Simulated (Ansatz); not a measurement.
Input file for Ansatz (a quantum-chemistry and plane-wave program):

Ansatz 0.2 input:
```yaml
crystal:
  lattice:
    - [-6.5259295216, 0.0, 0.0]
    - [-3.2617836439, -1.9646862122, -5.5525327507]
    - [-3.262549356, -5.8024426164, 0.0]
  atoms:
    - { symbol: Ga, position: [0.3371376995, 0.0918754576, 0.2336092619] }
    - { symbol: Ga, position: [0.6628623005, 0.9081245424, 0.7663907381] }
    - { symbol: Cl, position: [0.7466219641, 0.9998723043, 0.0002135537] }
    - { symbol: Cl, position: [0.2533780359, 0.0001276957, 0.9997864463] }
    - { symbol: Cl, position: [0.7022602612, 0.1787547059, 0.4171286179] }
    - { symbol: Cl, position: [0.2977397388, 0.8212452941, 0.5828713821] }
    - { symbol: Cl, position: [0.8247318793, 0.5402674414, 0.8100033361] }
    - { symbol: Cl, position: [0.1752681207, 0.4597325586, 0.1899966639] }
kpoints:
  mp_grid: { grid: [5, 5, 5] }
basis: { xc_grid: 2 }
hamiltonian:
  xc: lda
  pseudopotentials: { kind: paw }
scf:
  occupations: { method: fixed }
checkpoint: { read: static.run }
output: { bader: true, populations: true }
```

Output (shortened):

```
Pseudopotentials: kind: paw
Pseudopotential: Ga, paw, valence charge 13
Pseudopotential: Cl, paw, valence charge 7
Functional definition: SPW92
Crystal: 8 atoms, lattice volume = 210.254 Å³
Basis set: ecut = 420 eV, 4103 PW (Γ), exchange–correlation on 90×96×90 points (8 copies of the dense FFT grid, shifted against one another)
Bands: 42, of which v1, the nominal top of the filled ones, is band 34 counted from 1 (33 counted from 0)
Symmetry: 2 space group operations
Space group: P-1 (ITA 2), of the structure as read, at distance tolerance 5.9e-5 Å
k-points: 63 of 125
PAW frozen core: Ga, regenerated for the run's functional, and the local potential with it
PAW frozen core: Cl, regenerated for the run's functional, and the local potential with it
Initial density: read from a saved state, or passed on in memory by an earlier SCF of this step, an earlier step, the calling program or the single point that …
Stability of the state it starts from, as read at its close in the unpolarized treatment …
Initial wavefunctions: pseudopotential atomic-orbital guess
Eigensolver: davidson
Functional: x = slater, c = lda
iter 1 solved again at ethr=4.35e-7 eV; its pass at ethr=3.10e-3 eV (dr2=2.96e-4 eV) is discarded
SCF iter   1: F=—  HF=-13686.598717 eV  |F-HF|=—  |Δ(HF+E_count)|=         —  Δρ=1.96e-6  dr2=8.52e-9  ethr=4.35e-7  ⟨swp⟩=3.1  Hψ=15682  notcnv=0  defer=378
all-band conjugate gradients solve this SCF's bands
preconditioner: auto → Resta (q_TF=auto, 2.260 Å⁻¹)
SCF iter   2: F=—  HF=-13686.598610 eV  |F-HF|=—  |Δ(HF+E_count)|=   1.07e-4  Δρ=1.21e-6  dr2=4.15e-9  ethr=1.25e-11  ⟨swp⟩=12.0  Hψ=13609  notcnv=0
SCF iter   3: F=-13686.598610 eV  HF=-13686.598610 eV  |F-HF|=1.08e-9  |Δ(HF+E_count)|=  9.24e-10  Δρ=7.32e-7  dr2=1.36e-9  ethr=6.10e-12  ⟨swp⟩=1.0  Hψ=5414  notcnv=0
SCF 1 converged in 3 iterations: F = -13686.598610 eV  dr2 = 1.36e-9
SCF converged after 3 iterations
Free energy (F): -13686.598610 eV
Harris-Foulkes:  -13686.598610 eV  (|F-HF|=1.08e-9)
Internal energy: -13686.598610 eV  (E = F + TS)
E sigma→0 (E₀):  -13686.598610 eV
Fermi energy:    1.060171 eV
--- Per-component energies (eV) ---
  E_band       = -436.906988
  E_kinetic    = 1195.072221
  E_local      = -7167.104038  (includes V_loc(G=0)·N_el)
  E_nonlocal   = 1043.632198
  E_hartree    = 3081.476676
  E_xc         = -767.980658
  E_vxc        = -839.545330  (∫ρ·V_xc dr)
  E_paw        = -7585.706465  (= ΣΔE_a)
  E_vpaw       = -831.915058  (= ΣTr[D̂ρ^β])
  E_aug_tail   = 0.000362  (compensation charges beyond the density's cutoff)
  E_ewald      = -3490.588816
  E_core_change = 4.599910  (= ΣΔE_core)
  E_smearing   =  0.000000  (= −TS)
  E_closure    = 0.000000  (closes the sum)
  Σ components = -13686.598610   (vs F -13686.598610, Δ=0.00e0)
  [band-id]    e_kinetic+e_local+e_nonlocal+2·e_hartree+e_vxc+e_vpaw+e_augmentation_tail = -436.906294   (vs E_band -436.906988, Δ=6.94e-4)
--- Band table (eV; the first three rows and the last of 63) ---
  k-point 0: bands = ["-13.9404", "-13.6522", "-13.3253", "-13.2443", "-13.1749", "-13.1649", "-12.6693", "-12.6052", "-12.5653", "-12.5555", "-12.5493", "-11.8189", "-11.6327", "-11.5672", "-11.3813", "-11.3396", "-4.9318", "-4.6965", "-2.7704", "-2.2162", "-2.1471", "-1.3830", "-1.2853", "-0.7392", "-0.3993", "0.0363", "0.0722", "0.1565", "0.2466", "0.3300", "0.6359", "0.8478", "0.9257", "1.0602", "4.8878", "5.1964", "6.7358", "7.9312", "8.1859", "8.6228", "8.6797", "8.8773"]
  k-point 1: bands = ["-13.9255", "-13.6513", "-13.3123", "-13.2297", "-13.1779", "-13.1719", "-12.6682", "-12.6018", "-12.5649", "-12.5560", "-12.5494", "-11.8241", "-11.7402", "-11.5165", "-11.3999", "-11.3427", "-4.7857", "-4.6287", "-2.6279", "-2.2591", "-2.1246", "-1.4010", "-1.1718", "-0.8253", "-0.4909", "-0.1138", "-0.0282", "0.1490", "0.2076", "0.2927", "0.5185", "0.8071", "0.8230", "1.0433", "5.1975", "5.3364", "7.0346", "7.8082", "8.1177", "8.3793", "8.8241", "9.2550"]
  k-point 2: bands = ["-13.9015", "-13.6498", "-13.2838", "-13.2122", "-13.1871", "-13.1763", "-12.6664", "-12.5933", "-12.5640", "-12.5570", "-12.5502", "-11.8627", "-11.8326", "-11.5277", "-11.3939", "-11.3462", "-4.5358", "-4.4994", "-2.3347", "-2.3161", "-2.1107", "-1.3151", "-1.1853", "-0.9688", "-0.8311", "-0.1697", "-0.1343", "0.0052", "0.1562", "0.3309", "0.3446", "0.6529", "0.8037", "0.9810", "5.5725", "5.6240", "7.5776", "7.8583", "8.1646", "8.2154", "8.7492", "8.8449"]
  k-point 62: bands = ["-13.8052", "-13.7218", "-13.2840", "-13.2502", "-13.1754", "-13.1657", "-12.6673", "-12.5874", "-12.5640", "-12.5569", "-12.5503", "-11.9693", "-11.7949", "-11.5023", "-11.3855", "-11.3496", "-4.6305", "-4.0582", "-2.4789", "-2.3998", "-1.8962", "-1.5566", "-1.3631", "-1.1357", "-0.5412", "-0.4977", "-0.1666", "-0.0211", "0.1484", "0.4221", "0.5333", "0.6803", "0.7489", "0.9053", "5.6944", "5.8477", "7.0718", "8.0435", "8.5098", "8.8714", "8.9218", "9.1055"]
  band table: 42 of 42 bands, residual norms ≤ 1.0e-3 eV
--- Löwdin populations: 8 sites ---
  site symbol       q [e]
     0     Ga     12.4276
     1     Ga     12.4276
     2     Cl      7.0469
     3     Cl      7.0469
     4     Cl      7.1708
     5     Cl      7.1708
     6     Cl      7.1756
     7     Cl      7.1756
  spilling = 0.005271 (of n_electrons = 68.000000)
--- Bader charges: 8 sites ---
  site symbol  charge [e]  shift [e]
     0     Ga      1.4718     0.0084
     1     Ga      1.4718     0.0084
     2     Cl     -0.4804     0.0023
     3     Cl     -0.4804     0.0023
     4     Cl     -0.5072     0.0029
     5     Cl     -0.5072     0.0029
     6     Cl     -0.4842     0.0032
     7     Cl     -0.4842     0.0032
  shift: an alarm, by how much a part of what the PAW files miss would move the charge. Where it is large, compare
  with a run on PAW files of another source; a small one proves nothing
  estimated error of the sums over rays = 3.9e-4 e
```

Cost: roughly 3 core-minutes on shared cores.

Space group C2/m. The first step of the workflow began from a Materials Project structure, measured or hypothetical; the Crystallography Open Database files this formula in space group No. 12, but the cells were not matched. Whether it is the stable phase at ambient conditions was not checked. The LDA relaxation kept the symmetry of its start; whether a distortion lowers the energy is not shown. A crystal of weakly bound molecules computed without a dispersion correction: the cell and the soft elastic constants depend strongly on that. Point labels and valley counts follow the cell and symmetry of the run, lower than the named group. Spin–orbit coupling is left out wherever it is not named.

Potentials: the later of the program's two PAW sets.

Ansatz is a plane-wave DFT program.
